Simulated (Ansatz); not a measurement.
CuRh2S4 squeezed and stretched

A database entry relaxed whole under r2SCAN (Fd-3m):

```xyz
14
Lattice="0.0000 4.9047 4.9047 4.9047 0.0000 4.9047 4.9047 4.9047 0.0000" Properties=species:S:1:pos:R:3 pbc="T T T"
Cu    0.0000    0.0000    0.0000
Cu    2.4523    2.4523    2.4523
Rh    6.1309    6.1309    6.1309
Rh    6.1309    3.6785    3.6785
Rh    3.6785    3.6785    6.1309
Rh    3.6785    6.1309    3.6785
S     3.7659    3.7659    3.7659
S     8.4958    6.2183    6.2183
S     6.0435    6.0435    3.7659
S     6.2183    8.4958    6.2183
S     3.7659    6.0435    6.0435
S     8.4958    8.4958    8.4958
S     6.0435    3.7659    6.0435
S     6.2183    6.2183    8.4958
```

The cell was scaled uniformly, its shape held, and the atoms relaxed at each volume with plane-wave PAW DFT (Ansatz 0.2.0; r2SCAN, 500 eV, 6×6×6 Γ-centred mesh, fermi-dirac occupations of width 0.100 eV; no spin, no spin-orbit coupling). One row is withheld.

```tsv
volume (Å³/atom)	energy over the lowest (meV/atom)	pressure (GPa)
15.844	24.5	8.55
16.181	?	?
16.518	2.3	2.47
16.855	0.0	-0.01
17.192	2.7	-2.28
17.530	9.9	-4.25
17.867	21.0	-5.98
```

Q: Fit the pressures of the other rows to the third-order Birch-Murnaghan form.

A: With f = [(V₀/V)^(2/3) − 1]/2 and P = 3B₀f(1 + 2f)^(5/2)[1 + 3(B₀′ − 4)f/2], least squares gives V₀ = 16.85 Å³ an atom, B₀ = 119 GPa and B₀′ = 5.1; the rows miss the fit by 0.03 GPa. The slope of the energies differs from these pressures by 0.15 GPa, since they are taken to zero smearing while pressures follow the free energy.

Q: What does the withheld row hold?

A: The fit gives 5.33 GPa at 16.181 Å³; the run gave 5.33 GPa and 10.2 meV an atom.

Caveats: the shape of the cell was held; 0 K, fixed nuclei; the symmetry was kept, and this need not be the phase that is stable at 0 K; one mesh for all volumes; pressure is positive in compression.
